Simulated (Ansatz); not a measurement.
**Relaxing a structure of Sb**

The start is a relaxed Sb cell displaced along its unstable phonon at q = (½, ½, ½) of its primitive reciprocal cell (130i cm⁻¹), largest move 0.15 Å. The structure is fully relaxed (lattice and positions, P = 0) with r2SCAN (plane waves to 500 eV, PAW, scalar-relativistic; Ansatz, a program for electronic structure). The first steps use a coarse 11×11×11 k-mesh.

Input geometry:
```
CELL_PARAMETERS angstrom
      6.16880     0.00000     0.00000
      3.08440     3.08440     0.00000
      3.08440     0.00000     3.08440
ATOMIC_POSITIONS crystal
  Sb 0.02432 0.00000 0.95137
  Sb 0.47568 0.00000 0.04863
```

```yaml
largest_initial_force: 0.29 eV/Å, on Sb1, Sb2 (atoms numbered as listed)
energy_released: 0.01 eV/atom
volume_change: +4.3 %, from 29.34 to 30.59 Å³/atom
band_gap_at_the_end: no gap (metallic)
optimiser_moves: 8
```

It ends as:

Space group I4/mmm (No. 139); a = b = 4.389 Å, c = 6.351 Å, α = β = γ = 90.00°

```csv
atom,site,symmetry,x,y,z
Sb,4e,4mm,0.0000,0.0000,0.2243
```
(The calculation used a cell of 2 atoms; values per cell refer to that cell.)

Final values are on a 15×15×15 k-mesh of the relaxed cell. No spin polarisation in the result.

The run could not lose the symmetry of its start: the end is stationary, and may be a saddle point rather than a minimum.

The relaxed structure here is a generated cell of Sb: the first start was made by placing the elements on the sites of a structure type, and the end was not matched to a known phase here, so it may be hypothetical. Known forms of Sb include space group No. 166.
